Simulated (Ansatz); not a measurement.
The start is a randomly generated symmetric cell of Rh (space group No. 49). The structure is fully relaxed (lattice and positions, P = 0) with PBE (plane waves to 420 eV, PAW, scalar-relativistic; Ansatz, a program for electronic structure). The first steps use a coarse 11×8×7 k-mesh.

The start:
```
Rh
1.0
    3.05378     0.00000     0.00000
    0.00000     4.26494     0.00000
    0.00000     0.00000     4.95797
Rh
4
Direct
  0.18080   0.76398   0.50000
  0.81920   0.23602   0.50000
  0.81920   0.76398   0.00000
  0.18080   0.23602   0.00000
```

* **Initial pressure**: -3.8 GPa (negative: the cell is under tension)
* **Largest initial force**: 2.17 eV/Å, on Rh1, Rh2, Rh3, Rh4 (atoms numbered as listed)
* **Outcome**: The space group goes from Pccm (No. 49) to I4/mmm (No. 139); the end is AFLOW prototype A_tI2_139_a (A_a), with 1 atom in the primitive cell
* **Energy released**: 0.51 eV/atom
* **Volume change**: -10.7 %, from 16.14 to 14.41 Å³/atom
* **Shortest distances (start → end)**: The closest pairs of elements (up to four, under 3.6 Å), start → end: Rh–Rh 2.30 → 2.68 Å
* **Band gap at the end**: no gap (metallic)
* **Optimiser moves**: 9

Relaxed structure:

```cif
data_Rh2
_chemical_formula_sum 'Rh2'
_space_group_name_H-M_alt 'I4/mmm'
_space_group_IT_number 139
_space_group_name_Hall '-I 4 2'
_cell_length_a 3.28030
_cell_length_b 3.28030
_cell_length_c 2.67911
_cell_angle_alpha 90.000
_cell_angle_beta 90.000
_cell_angle_gamma 90.000
loop_
_atom_site_label
_atom_site_type_symbol
_atom_site_symmetry_multiplicity
_atom_site_Wyckoff_symbol
_atom_site_fract_x
_atom_site_fract_y
_atom_site_fract_z
_atom_site_occupancy
Rh1 Rh 2 a 0.00000 0.00000 0.00000 1
```
(The calculation used a cell of 1 atom; values per cell refer to that cell.)

Final values are on a 22×22×22 k-mesh of the relaxed cell. No spin polarisation in the result.

The run could not lose the symmetry of its start, so the end can be a saddle point.

The relaxed structure here is a generated cell of Rh: the first start was made by a random draw of sites in a space group, and the end was not matched to a known phase here, so it may be hypothetical. Known forms of Rh include space group No. 225.
